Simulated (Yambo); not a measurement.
Ba2RuH6 (space group Fm-3m, No. 225), G0W0@LDA (Yambo, plasmon pole, terminator in G, 2×2×2 mesh): gap Γ → X in eV by bands and screening block.

```csv
bands (W and G),2 Ry,3 Ry,4 Ry,6 Ry,7 Ry
43,[?],[?],[?],2.87,2.87
69,2.67,2.64,2.64,2.66,2.67
101,2.64,2.62,2.62,2.66,2.66
142,2.64,2.63,2.64,2.68,2.68
186,2.64,2.63,2.64,2.69,2.69
```

### Question
Estimate the withheld gaps from their neighbours; the computed values follow.

### Answer

- 43, 2 Ry: 2.92
- 43, 3 Ry: 2.88
- 43, 4 Ry: 2.85

The largest settings aren't shown to be the converged limit.

Spin-orbit coupling is not included.

Geometry of the Materials Project entry, not relaxed at this level; primitive cell a = 5.704 Å, b = 5.704 Å, c = 5.704 Å, α = 60.00°, β = 60.00°, γ = 60.00°.

The structure is a Materials Project entry; no match was found in the copy of COD used, and its stability was not checked.
